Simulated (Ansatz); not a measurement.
Here is an unrelaxed guess for Sr4AgRu.

```cif
data_structure
_symmetry_space_group_name_H-M 'P6/mmm'
_symmetry_Int_Tables_number 191
_cell_length_a 4.9404
_cell_length_b 4.9404
_cell_length_c 8.8986
_cell_angle_alpha 90.000
_cell_angle_beta 90.000
_cell_angle_gamma 120.000
_cell_volume 188.09
loop_
_atom_site_label
_atom_site_type_symbol
_atom_site_symmetry_multiplicity
_atom_site_Wyckoff_symbol
_atom_site_fract_x
_atom_site_fract_y
_atom_site_fract_z
_atom_site_occupancy
Sr1 Sr 4 h 0.33333 0.66667 0.81040 1
Ag1 Ag 1 b 0.00000 0.00000 0.50000 1
Ru1 Ru 1 a 0.00000 0.00000 0.00000 1
```

The calculation used DFT PBE, scalar-relativistic, plane waves, PAW (Ansatz 0.2.0). Settings: cutoff 420 eV, Γ-centred mesh 6×6×2 on the computed 6-atom cell, Gaussian smearing of 0.10 eV; no spin polarisation.

Energies over the elements count from the elements' standard structures at the same level, with no fitted energy shifts.

Problem. Estimate its pressure, forces and energy as it stands.

Solution. The pressure is 3.3 GPa (the mean over three directions, positive in compression), the largest force is 0.43 eV/Å, and the energy is +0.93 eV/atom against the elements. The shortest distance is 2.85 Å.

Problem. Is it a good guess?

Solution. A rough one: relaxing gains about 0.37 eV/atom (the start's value is from the coarse mesh, so the gain is rough) in 16 ionic steps and ends at +0.56 eV/atom on the finer mesh. The symmetry stays P6/mmm (No. 191). The volume per atom shrinks by 4.1 %, from 31.3 to 30.1 Å³. The shortest distance goes from 2.85 Å (Sr–Sr) to 3.16 Å (Sr–Sr). The ratio c/a of the conventional cell changes by a factor of 0.71. Conventional cell: a = 5.475 Å, c = 6.953 Å. Sr is surrounded by 4 Sr at 3.16–3.31 Å, 3 Ru at 3.57 Å, 1 Sr at 3.65 Å and 3 Ag at 3.65 Å; Ag is surrounded by 2 Ru at 3.48 Å and 12 Sr at 3.65 Å; Ru is surrounded by 2 Ag at 3.48 Å and 12 Sr at 3.57 Å.

The last run used a 12×12×6 mesh (in the run's order of axes) for its 6-atom cell and Gaussian smearing of 0.10 eV. The relaxation can't lower the symmetry of the start, and the grade says only how near the guess is to its own end. A structure relaxed within its symmetry needn't be a true minimum.
